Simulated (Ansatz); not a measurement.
Input:

CdSiN₂:
```cif
data_CdN2Si
_chemical_formula_sum 'Cd1 Si1 N2'
_space_group_name_H-M_alt 'P 1'
_space_group_IT_number 1
_cell_length_a 5.71456
_cell_length_b 5.71456
_cell_length_c 5.71456
_cell_angle_alpha 29.336
_cell_angle_beta 29.336
_cell_angle_gamma 29.336
loop_
_space_group_symop_operation_xyz
  'x, y, z'
loop_
_atom_site_label
_atom_site_type_symbol
_atom_site_fract_x
_atom_site_fract_y
_atom_site_fract_z
_atom_site_occupancy
Cd1 Cd 0.00000 0.00000 0.00000 1
Si1 Si 0.50000 0.50000 0.50000 1
N1 N 0.77371 0.77371 0.77371 1
N2 N 0.22629 0.22629 0.22629 1
```

This is the PBEsol-relaxed structure.

**Question.** All from plane-wave PAW PBEsol (Ansatz code), unless another level is named. Predict the Born charges (a third of the trace).

**Answer.** Cd +2.54, Si +3.95, N -3.25 e.

**Question.** And the electronic dielectric constant ε∞ (DFPT)?

**Answer.** 7.70 (xx = yy), 11.5 (zz).

**Question.** What about the static dielectric constant ε0 (ions relaxed, cell fixed)?

**Answer.** 65.6 (xx = yy), 25.6 (zz).

Space group R-3m. The start of the workflow was typed in or built on a structure type; neither database checked (COD, Materials Project) lists it. Its standing as an ambient phase is unchecked. The cell was relaxed with PBEsol under the symmetry of its start; its stability against distortions is not shown here. Spin–orbit coupling is left out wherever it is not named.

Potentials: the later of the program's two PAW sets.
